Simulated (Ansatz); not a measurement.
Relaxed Fe (bcc, W type):

```xyz
2
Lattice="-2.8645 2.8645 2.8645 1.4323 -1.4323 1.4323 1.4323 1.4323 -1.4323" Properties=species:S:1:pos:R:3 pbc="T T T"
Fe     0.0000     0.0000     0.0000
Fe    -1.4323     1.4323     1.4323
```

Two-dimensional scan of atom 1 (Fe, nearest neighbour Fe at 2.481 Å; its periodic images, 2.5 Å or more away, move with it): u runs along (1.000, 0.000, 0.000), v along (0.000, 1.000, 0.000) (Cartesian). Cell and other atoms are fixed.

Calculation: r2SCAN (plane waves to 500 eV, PAW, scalar-relativistic; Ansatz, a quantum-chemistry and plane-wave program). k mesh 9×18×18 (Γ-centred), Fermi-Dirac smearing 0.05 eV. E stands for the smeared free energy. Points where atoms come too close for the PAW data are left out (x in tables, blank in figures). With partly filled bands, energies and forces of such displacements shift with the k mesh and the smearing. On this mesh the relaxed cell isn't quite at rest: it carries a pressure of -0.2 GPa (compression positive) at the zero of the scan. Fe was relaxed with its symmetry unable to fall. Relaxed Fe ends ferromagnetic. The magnetic order is the one the run started from; other orders were not tried. The last digit holds for this mesh only.

Changes of ΔE (eV/cell) from the point u = 0.000 Å, v = 0.000 Å when one coordinate moves alone (two changes are said to add if the coupling is within 5 % of the smaller one, nearly so within 20 %):

| point | change |
|---|---|
| u = 0.000 Å, v = -0.620 Å | 1.2119 |
| u = 0.000 Å, v = -0.310 Å | 0.2823 |
| u = -0.620 Å, v = 0.000 Å | 0.8127 |
| u = -0.310 Å, v = 0.000 Å | 0.2733 |
| u = 0.310 Å, v = 0.000 Å | 0.2733 |
| u = 0.620 Å, v = 0.000 Å | 0.8127 |
| u = 0.000 Å, v = 0.310 Å | 0.2823 |
| u = 0.000 Å, v = 0.620 Å | 1.2119 |

### Question
Do the two effects add at u = -0.620 Å, v = -0.310 Å? Give the computed change.

### Answer
The sum of the single changes is 0.8127 + (0.2823) = 1.0950; the calculation gives 1.2037, so the coupling contributes 0.1087 (over 20 % of the smaller single change, not additive).

### Question
Do the two effects add at u = 0.310 Å, v = 0.620 Å? Give the computed change.

### Answer
The sum of the single changes is 0.2733 + (1.2119) = 1.4852; the calculation gives 1.5244, so the coupling contributes 0.0392 (under 20 % of the smaller single change, nearly additive).

### Question
What is the change at u = -0.310 Å, v = 0.310 Å, where both move, and how far is it from the sum?

### Answer
The sum of the single changes is 0.2733 + (0.2823) = 0.5556; the calculation gives 0.5527, so they add (within 5 % of the smaller single change).

(For displaced atoms, the force is minus the slope of the energy, and its curvature is a force constant, which sets phonon frequencies.)
